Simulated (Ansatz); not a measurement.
Consider the following.

HfC:
```cif
data_C4Hf4
_chemical_formula_sum 'C4 Hf4'
_space_group_name_H-M_alt 'Fm-3m'
_space_group_IT_number 225
_space_group_name_Hall '-F 4 2 3'
_cell_length_a 4.64066
_cell_length_b 4.64066
_cell_length_c 4.64066
_cell_angle_alpha 90.000
_cell_angle_beta 90.000
_cell_angle_gamma 90.000
loop_
_atom_site_label
_atom_site_type_symbol
_atom_site_symmetry_multiplicity
_atom_site_Wyckoff_symbol
_atom_site_fract_x
_atom_site_fract_y
_atom_site_fract_z
_atom_site_occupancy
C1 C 4 a 0.00000 0.00000 0.00000 1
Hf1 Hf 4 b 0.50000 0.50000 0.50000 1
```
(The calculation used a cell of 2 atoms; values per cell refer to that cell.)

This is the r²SCAN-relaxed structure.

### Question
All from DFT-r²SCAN in the program Ansatz with PAW potentials, unless another level is named. Give the electronic character.

### Answer
metallic (no gap).

### Question
Predict the formation energy from the elements (no fitted shifts).

### Answer
-1.08 eV/atom.

### Question
And the density of states at the Fermi level?

### Answer
0.11 states/eV per atom (mean over ±0.08 eV).

### Question
And the gap with spin–orbit coupling?

### Answer
none (metallic).

The r²SCAN relaxation kept the symmetry of its start. No spin polarisation was allowed. The references are the lowest solids computed at this level, not always the standard phases. Scalar-relativistic: spin–orbit coupling is off unless named, which matters more the heavier the elements.

Potentials: the later of the program's two PAW sets.
